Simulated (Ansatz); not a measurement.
Below is a relaxed structure of ZnBrF. The cell was found from a structure generator's guess, not taken from experiment.

Computed with DFT PBE, scalar-relativistic, plane waves, PAW (Ansatz). Cutoff 420 eV, Γ-centred mesh, Gaussian smearing, no spin polarisation.

```yaml
crystal:
  lattice:
    - [4.36582, 0.00000, 0.00000]
    - [0.00000, 4.36582, 0.00000]
    - [0.00000, 0.00000, 5.79118]
  atoms:
    - { symbol: Zn, position: [0.50000, 0.00000, 0.79630] }
    - { symbol: Zn, position: [0.00000, 0.50000, 0.20370] }
    - { symbol: Br, position: [0.50000, 0.50000, 0.50000] }
    - { symbol: Br, position: [0.00000, 0.00000, 0.50000] }
    - { symbol: F, position: [0.00000, 0.00000, 0.00000] }
    - { symbol: F, position: [0.50000, 0.50000, 0.00000] }
```

The zero of energy is the elements' standard structures at the same level (F₂ as a molecule); no fitted shifts are applied. The references include crystalline Br.

Question: What space group does it have?

Answer: P4/nmm (No. 129). Conventional cell: a = 4.366 Å, c = 5.791 Å. Around Zn lie 4 F at 2.48 Å and 4 Br at 2.78 Å; Br has 4 Zn at 2.78 Å, 2 F at 2.90 Å and 4 Br at 3.09 Å; F has 4 Zn at 2.48 Å, 2 Br at 2.90 Å and 4 F at 3.09 Å.

Question: What is its formation energy per atom?

Answer: −0.92 eV/atom. A negative formation energy is needed for stability but isn't enough: competing phases decide.

Question: Is it a metal?

Answer: Yes, bands cross the Fermi level on the 10×10×8 mesh.

Question: From what recipe could a structure generator have reached it?

Answer: One such recipe: ordered mixture on the anion sites of fluorite (P4/nmm, No. 129). Other recipes can lead to the same cell.

The last run used a 10×10×8 mesh (in the run's order of axes) for its 6-atom cell and Gaussian smearing of 0.10 eV. The zero gap may come from the functional, which often closes small gaps. The reference form of Br is held partly by dispersion forces, which this level lacks. Symmetry constrained the relaxation, so the result can be a saddle point.
